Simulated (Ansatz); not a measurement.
Data:

Al₂O₃:
```
Al2O3
1.0
    1.50139     0.86683     5.77993
   -1.50139     0.86683     5.77993
    0.00000    -1.73366     5.77993
Al O
2 3
Direct
  0.19305   0.19305   0.19305
  0.69332   0.69332   0.69332
  0.02805   0.02805   0.02805
  0.58214   0.58214   0.58214
  0.80645   0.80645   0.80645
```

This is the r²SCAN-relaxed structure. x, y and z are the axes in which the lattice vectors are written.

Q: All from r²SCAN (plane waves, PAW; program Ansatz), unless another level is named. Give the Debye temperature from the elastic constants.

A: 909 K.

Q: Next, the piezoelectric stress constants (proper, relaxed ions, C/m²)?

A: e15 = e24 = -0.16, e16 = e21 = -0.07, e22 = 0.07, e31 = e32 = -0.18, e33 = -0.08.

Q: What about the highest zone-centre frequency (without LO–TO term)?

A: 863 cm⁻¹.

Q: Give the elastic constants (relaxed ions, GPa).

A: C11 = 411, C12 = 235, C13 = 102, C14 = 18.6, C33 = 422, C44 = 144.

Space group R3m. The first step of the workflow began from a Materials Project structure, measured or hypothetical; the Crystallography Open Database copy checked does not list it. It is not the phase usual at ambient conditions (space group No. 167). The cell was relaxed with r²SCAN under the symmetry of its start; whether a distortion lowers the energy is not shown. Signs of piezoelectric constants follow the polarity of the cell as given.

Potentials: the later of the program's two PAW sets.
